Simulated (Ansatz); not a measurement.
# Structures of Zr$_{3}$H$_{2}$: which is lowest?

Plane-wave DFT in Ansatz with scalar-relativistic PAW potentials, cutoff 420 eV, Γ-centred meshes chosen by cell and gap, Gaussian smearing with energies taken to zero width. Every cell was relaxed (cell and atoms) in a run of its own, within the symmetry of its start. Functional: PBE.

Relaxed structures (starts from databases or built by putting these elements on another compound's sites):
A. R-3m, 5 atoms in the computed cell, a = 3.216 Å, c = 24.208 Å; sites (symmetry × multiplicity) Zr -3m × 3 + 3m × 6, H 3m × 6; start: built
B. P-3m1, 5 atoms in the computed cell, a = 3.231 Å, c = 7.967 Å; sites (symmetry × multiplicity) Zr -3m. × 1 + 3m. × 2, H 3m. × 2; start: built

Q: Rank them by energy. Could pressure change the order?

A:
| structure | group | E − E(lowest) (meV/atom) | V (Å³/atom) | gap on mesh (eV) |
| --- | --- | --- | --- | --- |
| B | P-3m1 | 0.0 | 14.40 | 0.00 |
| A | R-3m | 26.7 | 14.45 | 0.00 |

B is lowest, 27 meV/atom under A. The lowest is also the densest of these, so pressure wouldn't bring one of the others in at first order. Other structures may lie lower than all of these, and vibrations aren't counted.